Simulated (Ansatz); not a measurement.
Ansatz input file:

```yaml
crystal:
  lattice:
    - [4.1400396367, 0.0, 0.0]
    - [-2.0700198183, 3.585379498, 0.0]
    - [0.0, 0.0, 5.6809540997]
  atoms:
    - { symbol: Te, position: [0.3333333333, 0.6666666667, 0.25] }
    - { symbol: Te, position: [0.6666666667, 0.3333333333, 0.75] }
    - { symbol: Pd, position: [0.0, 0.0, 0.0] }
    - { symbol: Pd, position: [0.0, 0.0, 0.5] }
basis:
  ecutwfc: 500
kpoints:
  mp_grid: { grid: [12, 12, 8] }
hamiltonian:
  xc: r2scan
scf:
  occupations: { method: gaussian, width: 0.1 }
output:
  forces: true
  stress: true
  eigenvalues: true
relax:
  adjacent_minimum: "off"
  f_tol: 0.01
  max_steps: 30
  cell: { stress_tol: 0.1, fix: [volume] }
```

Command:
```bash
ansatz run input.yaml --threads 1 --pin off --max-ram 2560MiB --backend cpu --events-out ev --progress --plain --runs-dir out
```

Theory: DFT r2SCAN, scalar-relativistic, plane waves, PAW in Ansatz.

From the run's log, abridged:

```
Pseudopotentials: kind: paw
Pseudopotential: Te, paw, valence charge 16, recommended cutoff 500 eV (meta_gga)
Pseudopotential: Pd, paw, valence charge 18, recommended cutoff 500 eV (meta_gga)
Functional definition: r2SCAN
Crystal: 4 atoms, lattice volume = 84.326 Å³
Basis set: ecut = 500 eV, 2151 PW (Γ), exchange–correlation on 128×128×180 points (64 copies of the dense FFT grid, shifted against one another)
Bands: 41, of which v1, the nominal top of the filled ones, is band 34 counted from 1 (33 counted from 0)
Symmetry: 24 space group operations
Space group: P63/mmc (ITA 194), of the structure as read, at distance tolerance 4.4e-5 Å
k-points: 95 of 1152
Initial density: superposition of atomic densities (neutral atoms: chi_scale 0, normalization atom), corrected by the library's trained network
Initial wavefunctions: pseudopotential atomic-orbital guess
Functional: x = r2scan, c = r2scan; τ floored in thin density (d = 2e-4 eV/Å³)
SCF iter   1: F=—  HF=-27962.501280 eV  |F-HF|=—  |Δ(HF+E_count)|=         —  Δρ=9.25e-3  dr2=4.52e-2  dr2_τ=1.83e-2  ethr=1.77e-3  ⟨swp⟩=6.8  Hψ=15809  notcnv=0  defer=53
SCF iter   2: F=—  HF=-27962.528594 eV  |F-HF|=—  |Δ(HF+E_count)|=   2.73e-2  Δρ=1.79e-3  dr2=1.59e-3  dr2_τ=6.81e-4  ethr=6.64e-5  ⟨swp⟩=2.0  Hψ=6592  notcnv=0  defer=165
SCF iter   3: F=—  HF=-27962.529449 eV  |F-HF|=—  |Δ(HF+E_count)|=   8.55e-4  Δρ=8.16e-4  dr2=5.49e-4  dr2_τ=4.06e-5  ethr=2.34e-6  ⟨swp⟩=2.0  Hψ=6940  notcnv=0  defer=165
SCF iter   4: F=—  HF=-27962.529361 eV  |F-HF|=—  |Δ(HF+E_count)|=   8.80e-5  Δρ=1.60e-4  dr2=2.80e-5  dr2_τ=4.02e-6  ethr=8.08e-7  ⟨swp⟩=2.0  Hψ=4868  notcnv=0  defer=165
SCF iter   5: F=—  HF=-27962.529356 eV  |F-HF|=—  |Δ(HF+E_count)|=   4.64e-6  Δρ=6.26e-5  dr2=3.19e-6  dr2_τ=5.76e-8  ethr=4.12e-8  ⟨swp⟩=2.5  Hψ=5830  notcnv=0  defer=165
SCF iter   6: F=—  HF=-27962.529356 eV  |F-HF|=—  |Δ(HF+E_count)|=   5.15e-7  Δρ=1.43e-5  dr2=1.41e-7  dr2_τ=4.14e-9  ethr=4.70e-9  ⟨swp⟩=2.5  Hψ=5691  notcnv=0  defer=165
SCF iter   7: F=-27962.529356 eV  HF=-27962.529356 eV  |F-HF|=1.05e-9  |Δ(HF+E_count)|=   1.03e-8  Δρ=1.14e-6  dr2=1.02e-9  dr2_τ=5.21e-11  ethr=1.47e-10  ⟨swp⟩=9.9  Hψ=16553  notcnv=0
SCF 1 converged in 7 iterations: F = -27962.529356 eV  dr2 = 1.02e-9
relax step   1: F+E_penalty+E_count = -27962.52935567 eV  Δ(F+E_penalty+E_count) = +0.000e0 eV  max|allowed force component| = 4.337e-18 eV/Å  Δτ_max = 0.0000 Å  P = +3.466 GPa  Ω = 84.326 Å³  fix = [volume]  reactions: volume +3.466 GPa (7 SCF iters, dr2 threshold 1.00e-7 eV, accepted)
Initial density: handed on by an earlier stage of this run
Initial wavefunctions: those handed on with the density
SCF iter   1: F=—  HF=-27962.529111 eV  |F-HF|=—  |Δ(HF+E_count)|=         —  Δρ=1.64e-4  dr2=1.85e-5  dr2_τ=2.58e-4  ethr=2.77e-8  ⟨swp⟩=3.0  Hψ=18768  notcnv=0
SCF iter   2: F=—  HF=-27962.529414 eV  |F-HF|=—  |Δ(HF+E_count)|=   3.03e-4  Δρ=9.91e-5  dr2=6.33e-6  dr2_τ=1.60e-7  ethr=2.72e-8  ⟨swp⟩=2.5  Hψ=7274  notcnv=0
SCF iter   3: F=—  HF=-27962.529414 eV  |F-HF|=—  |Δ(HF+E_count)|=   2.91e-7  Δρ=3.78e-5  dr2=6.91e-7  dr2_τ=5.67e-8  ethr=9.31e-9  ⟨swp⟩=2.2  Hψ=5080  notcnv=0
SCF iter   4: F=—  HF=-27962.529414 eV  |F-HF|=—  |Δ(HF+E_count)|=   1.83e-7  Δρ=1.53e-5  dr2=1.43e-7  dr2_τ=1.33e-8  ethr=1.02e-9  ⟨swp⟩=2.0  Hψ=6865  notcnv=0
SCF iter   5: F=-27962.529414 eV  HF=-27962.529414 eV  |F-HF|=1.16e-9  |Δ(HF+E_count)|=   2.58e-8  Δρ=5.76e-6  dr2=1.62e-8  dr2_τ=6.59e-10  ethr=4.95e-11  ⟨swp⟩=6.1  Hψ=15170  notcnv=0
SCF 2 converged in 5 iterations: F = -27962.529414 eV  dr2 = 1.62e-8
relax step   2: F+E_penalty+E_count = -27962.52941418 eV  Δ(F+E_penalty+E_count) = -5.851e-5 eV  max|allowed force component| = 6.939e-18 eV/Å  Δτ_max = 0.0000 Å  P = +3.456 GPa  Ω = 84.326 Å³  energy of the carried Pulay correction = -7.381e-7 eV  fix = [volume]  reactions: volume +3.456 GPa (5 SCF iters, dr2 threshold 3.36e-8 eV, accepted)
Initial wavefunctions: pseudopotential atomic-orbital guess (no wavefunctions were taken with the density)
SCF iter   1: F=—  HF=-27962.529416 eV  |F-HF|=—  |Δ(HF+E_count)|=         —  Δρ=1.52e-5  dr2=2.53e-8  dr2_τ=3.28e-8  ethr=1.67e-8  ⟨swp⟩=4.0  Hψ=28514  notcnv=0
SCF iter   2: F=—  HF=-27962.529417 eV  |F-HF|=—  |Δ(HF+E_count)|=   3.12e-7  Δρ=1.60e-6  dr2=1.33e-9  dr2_τ=8.49e-11  ethr=3.72e-11  ⟨swp⟩=2.4  Hψ=6895  notcnv=0
SCF iter   3: F=—  HF=-27962.529417 eV  |F-HF|=—  |Δ(HF+E_count)|=  8.77e-10  Δρ=6.18e-7  dr2=2.27e-10  dr2_τ=4.59e-11  ethr=1.00e-12  ⟨swp⟩=7.8  Hψ=18123  notcnv=0
SCF iter   4: F=-27962.529417 eV  HF=-27962.529417 eV  |F-HF|=0.00e0  |Δ(HF+E_count)|=  4.00e-11  Δρ=7.20e-8  dr2=2.62e-12  dr2_τ=4.98e-13  ethr=1.00e-12  ⟨swp⟩=4.3  Hψ=12317  notcnv=0
SCF 3 converged in 4 iterations: F = -27962.529417 eV  dr2 = 2.62e-12
SCF converged after 4 iterations
Free energy (F): -27962.529417 eV
Harris-Foulkes:  -27962.529417 eV  (|F-HF|=0.00e0)
Internal energy: -27962.516505 eV  (E = F + TS)
E sigma→0 (E₀):  -27962.522961 eV
Entropy (-TS):   -0.012912 eV (-3.228 meV/atom)
Fermi energy:    14.969816 eV
--- Per-component energies (eV) ---
  E_band       = -875.043790
  E_kinetic    = 1395.890151
  E_local      = -6515.273903  (includes V_loc(G=0)·N_el)
  E_nonlocal   = -183.648820
  E_hartree    = 3276.079845
  E_xc         = -552.327225
  E_vxc        = -690.978731  (∫ρ·V_xc dr)
  E_paw        = -16919.286268  (= ΣΔE_a)
  E_vpaw       = -1481.387093  (= ΣTr[D̂ρ^β])
  E_aug_tail   = 0.000137  (compensation charges beyond the density's cutoff)
  E_vtau       = 48.194734  (kinetic-family band-sum trace: ∫τ·v_τ [+ j·A + Jᵃ·Aᵃ] dr)
  E_ewald      = -8463.615960
  E_core_change = -0.334462  (= ΣΔE_core)
  E_smearing   = -0.012912  (= −TS)
--- Forces (eV/Å), atoms counted from 1 ---
  atom   1  Te     0.00000000     0.00000000     0.00000000
  atom   2  Te     0.00000000     0.00000000     0.00000000
  atom   3  Pd     0.00000000     0.00000000     0.00000000
  atom   4  Pd     0.00000000     0.00000000     0.00000000
--- Stress (GPa, compression-positive) ---
        3.441456       0.000000       0.000000
        0.000000       3.441456       0.000000
        0.000000       0.000000       3.485647
  P = ⅓ Tr σ = 3.4562 GPa (34.562 kbar)
--- Band table (eV; the first three rows and the last of 95) ---
  k-point 0: bands = ["-72.1560", "-72.1429", "-37.1393", "-37.0993", "-37.0993", "-37.0826", "-37.0826", "-36.9700", "-23.5550", "-23.5550", "-23.5464", "-23.5461", "-23.5443", "-23.5443", "-23.5420", "-23.5420", "-23.5419", "-23.5419", "0.9106", "3.4377", "8.1094", "9.2069", "9.2069", "10.2751", "11.0756", "11.0756", "11.5459", "11.5459", "12.6086", "12.6086", "13.7448", "13.7448", "14.5552", "15.3769", "16.7872", "16.7872", "17.7056", "18.9655", "20.5444", "20.5444", "23.5636"]
  k-point 1: bands = ["-72.1555", "-72.1434", "-37.1329", "-37.0986", "-37.0986", "-37.0833", "-37.0833", "-36.9765", "-23.5546", "-23.5546", "-23.5464", "-23.5461", "-23.5446", "-23.5446", "-23.5420", "-23.5420", "-23.5420", "-23.5420", "0.9743", "3.2684", "8.3550", "9.2645", "9.2645", "10.3425", "11.1163", "11.1163", "11.3879", "11.3879", "12.4457", "12.4457", "14.0394", "14.0394", "14.3465", "15.0044", "16.7313", "16.7313", "17.9164", "19.2741", "20.5728", "20.5728", "23.1510"]
  k-point 2: bands = ["-72.1541", "-72.1448", "-37.1147", "-37.0968", "-37.0968", "-37.0851", "-37.0851", "-36.9950", "-23.5534", "-23.5534", "-23.5463", "-23.5461", "-23.5457", "-23.5457", "-23.5421", "-23.5421", "-23.5421", "-23.5421", "1.1632", "2.8554", "8.9817", "9.4352", "9.4352", "10.5132", "10.9960", "10.9960", "11.2347", "11.2347", "12.1802", "12.1802", "13.8592", "14.1997", "14.6224", "14.6224", "16.5567", "16.5567", "18.4468", "19.8645", "20.6716", "20.6716", "22.4171"]
  k-point 94: bands = ["-72.1494", "-72.1494", "-37.0927", "-37.0927", "-37.0922", "-37.0922", "-37.0549", "-37.0549", "-23.5516", "-23.5516", "-23.5492", "-23.5492", "-23.5419", "-23.5419", "-23.5416", "-23.5416", "-23.5414", "-23.5414", "2.7615", "2.7615", "8.9377", "8.9377", "9.6676", "9.6676", "10.3511", "10.3511", "11.7565", "11.7565", "11.7758", "11.7758", "12.5365", "12.5365", "12.8199", "12.8199", "17.0995", "17.0995", "20.7616", "20.7616", "20.9690", "20.9690", "23.5314"]
--- Relaxed structure (2 steps of the walk, 2 accepted, 1 SCFs on fresh bases) ---
  F+E_penalty+E_count = -27962.52941665 eV   max|allowed force component| = 9.252e-18 eV/Å   (the final SCF, on the basis selected at the relaxed cell)
  cell:  # Å, volume = 84.3259 Å³
    - [4.14366899, 0.0, 0.0]
    - [-2.07183449, 3.58852261, 0.0]
    - [0.0, 0.0, 5.67100678]
  atoms:
    - { symbol: Te, position: [0.33333333, 0.66666666, 0.25] }
    - { symbol: Te, position: [0.66666666, 0.33333333, 0.75] }
    - { symbol: Pd, position: [0.0, 0.0, 0.0] }
    - { symbol: Pd, position: [0.0, 0.0, 0.5] }
```

The relaxation met its thresholds.

Time: 110 s on 1 thread of Arm Neoverse V2 (shared host), peak memory 0.76 GiB.